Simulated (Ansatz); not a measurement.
## AlZnNO: computed property card

AlZnNO:
```
AlZnNO
1.0
    3.13506     0.00000     0.00000
   -1.56753     2.71504     0.00000
    0.00000     0.00000     5.15068
Al Zn O N
1 1 1 1
Direct
  0.33333   0.66667   0.50422
  0.66667   0.33333   0.98770
  0.33333   0.66667   0.15216
  0.66667   0.33333   0.60592
```

Space group P3m1 (No. 156); conventional cell a = b = 3.1351 Å, c = 5.1507 Å, α = β = 90.00°, γ = 120.00°.

Method: the program Ansatz at the r²SCAN level (PAW). The cell and atoms are relaxed at this level. Other levels are named where they apply.

**Cell and energy**

```json
{
 "volume_per_atom": "10.96 Å³",
 "density": "4.63 g/cm³",
 "Formation energy from the elements (no fitted shifts)": "-1672 meV/atom"
}
```

**Electronic structure**

```json
{
 "band_gap": "2.83 eV (direct)",
 "valence_band_maximum": "at Γ",
 "conduction_band_minimum": "at Γ",
 "electron_effective_mass": "0.24, 0.30, 0.30 mₑ (principal values)",
 "Hole effective mass, band 1 of 2 at the edge": "5.5 along x, 3.7 along z (mₑ)",
 "Hole effective mass, band 2 of 2 at the edge": "0.31 along x, 3.7 along z (mₑ)",
 "HSE06 gap on the r²SCAN cell": "3.83 eV"
}
```

**Mechanics**

```json
{
  "Bulk modulus (Birch–Murnaghan fit)": "180 GPa",
  "Pressure derivative B′": "4.1",
  "Elastic constants (relaxed ions, GPa)": "C11 = 300, C12 = 124, C13 = 107, C14 = -1.5, C33 = 352, C44 = 71.3",
  "mechanical_stability": "stable (all eigenvalues of C positive)",
  "hill_bulk_and_shear_moduli": "181 and 85.6 GPa",
  "Young's modulus": "222 GPa",
  "Poisson's ratio": "0.30",
  "debye_temperature_from_the_elastic_constants": "643 K",
  "Piezoelectric stress constants (proper, relaxed ions, C/m²)": "e15 = e24 = 0.42, e16 = e21 = 0.06, e22 = -0.06, e31 = e32 = 0.37, e33 = -1.26"
}
```

**Charges**

```json
{
 "bader_charges": "Al +2.50, Zn +1.22, O -1.46, N -2.26 e"
}
```

The start of the workflow was typed in or built on a structure type; neither database checked (COD, Materials Project) lists it. Its standing as an ambient phase is unchecked. Symmetry was held in the r²SCAN relaxation; whether a distortion lowers the energy is not shown. Signs of piezoelectric constants follow the polarity of the cell as given. The references are the lowest solids computed at this level, not always the standard phases (solids in place of the gases).

Potentials: the earlier of the program's two PAW sets.
